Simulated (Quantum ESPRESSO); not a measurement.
Kohn-Sham bands of Bi₂Pd (I4/mmm)

```
CELL_PARAMETERS angstrom
      0.00000    -3.38668     0.00000
      3.38668     0.00000     0.00000
     -1.69334     1.69334     6.62347
ATOMIC_POSITIONS crystal
  Bi 0.63232 0.63232 0.26464
  Bi 0.36768 0.36768 0.73536
  Pd 0.00000 0.00000 0.00000
```

Materials Project entry mp-570197; symmetrised, unrelaxed at this level. COD (Crystallography Open Database) has the formula in 2 space groups, this one among them (matched by group alone). Computed values, not measurements, from PBEsol: Quantum ESPRESSO (norm-conserving PseudoDojo potentials, cutoff 66 Ry, no spin polarisation, no spin-orbit coupling) on a Γ-centred 6×6×6 mesh, then Wannier90. Density: 12×12×12 mesh, cold smearing 0.01 Ry. Spin-orbit coupling is left out although heavy elements are present.

Question: List the Kohn-Sham levels between −8 and 3.0 eV relative to the Fermi level at the high-symmetry points, as a band run of pw.x on that density gives them (levels within 2 meV counted together).

Answer: 
| point | k (reciprocal lattice) | levels (eV) |
|---|---|---|
| Γ | 0.000 0.000 0.000 | -6.11, -3.87, -3.16 (×2), -2.73, -2.59, 1.47, 2.27 (×2) |
| X | -0.500 0.500 0.000 | -5.00, -4.72, -3.97, -3.84, -3.28, -2.83, -1.95, -0.78, 0.41, 1.03, 1.29, 1.95 |
| P | -0.500 0.500 0.250 | -4.89 (×2), -3.83, -3.62 (×2), -2.85, -1.95, -0.22 (×2), 1.07, 1.15, 2.32 |
| N | 0.000 0.500 0.000 | -6.07, -4.64, -3.56, -3.32, -3.15, -2.80, -2.31, -1.77, 1.06 |
| M | 0.000 0.000 0.500 | -4.52, -3.87, -3.14 (×2), -2.63, -2.59, -1.74, 1.57 (×2) |
| S | 0.000 0.467 0.266 | -6.10, -4.55, -3.51, -3.31, -2.88, -2.81, -2.67, -1.54, 1.30, 2.81 |
| S_0 | 0.000 0.533 -0.266 | -6.10, -4.55, -3.51, -3.31, -2.88, -2.81, -2.67, -1.54, 1.30, 2.81 |
| R | -0.467 0.533 -0.033 | -4.91, -4.70, -3.96, -3.87, -3.36, -2.75, -1.96, -0.91, 0.43, 1.09, 1.43, 2.00 |
| G | -0.467 0.467 0.500 | -4.91, -4.70, -3.96, -3.87, -3.36, -2.75, -1.96, -0.91, 0.43, 1.09, 1.43, 2.00 |
